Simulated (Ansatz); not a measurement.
TiTe₂:
```
CELL_PARAMETERS angstrom
      0.00000     3.44177     3.44177
      3.44177     0.00000     3.44177
      3.44177     3.44177     0.00000
ATOMIC_POSITIONS crystal
  Ti 0.00000 0.00000 0.00000
  Te 0.25000 0.25000 0.25000
  Te 0.75000 0.75000 0.75000
```

Relaxed with PBE. Special points in fractions of this cell's reciprocal vectors: Γ (0.000, 0.000, 0.000); X (0.500, 0.000, 0.500); U (0.625, 0.250, 0.625); K (0.375, 0.375, 0.750); L (0.500, 0.500, 0.500); W (0.500, 0.250, 0.750).

Task: List the band energies nearest the Fermi level at these points for plane-wave PAW PBE (Ansatz code).

Result: In eV from the Fermi level; about four levels below and three above (degenerate sets whole), none deeper than 8.9 eV; points with the same levels are listed once.

| k | below | above |
|---|---|---|
| Γ | -0.26 -0.26 -0.26 -0.16 -0.16 | 2.09 2.09 2.09 |
| X | -4.59 -4.59 -1.17 -1.17 -0.46 | 0.24 0.88 1.75 |
| U | -4.47 -4.25 -1.75 -1.28 | 0.01 0.29 0.71 |
| L | -3.23 -2.67 -2.67 -2.47 | 0.02 0.02 0.87 |
| W | -5.34 -2.83 -2.83 -1.10 | 0.10 0.34 1.11 1.11 |

Space group Fm-3m (fluorite or antifluorite type). The cell is a constructed one: a structure type filled with these elements; neither database checked (COD, Materials Project) lists it. COD files the formula under space group No. 164, so this cell is another polymorph or a model. Its standing as an ambient phase is unchecked. The PBE relaxation kept the symmetry of its start; whether a distortion lowers the energy is not shown. No spin polarisation was allowed. Spin–orbit coupling is left out wherever it is not named.

Potentials: the later of the program's two PAW sets.
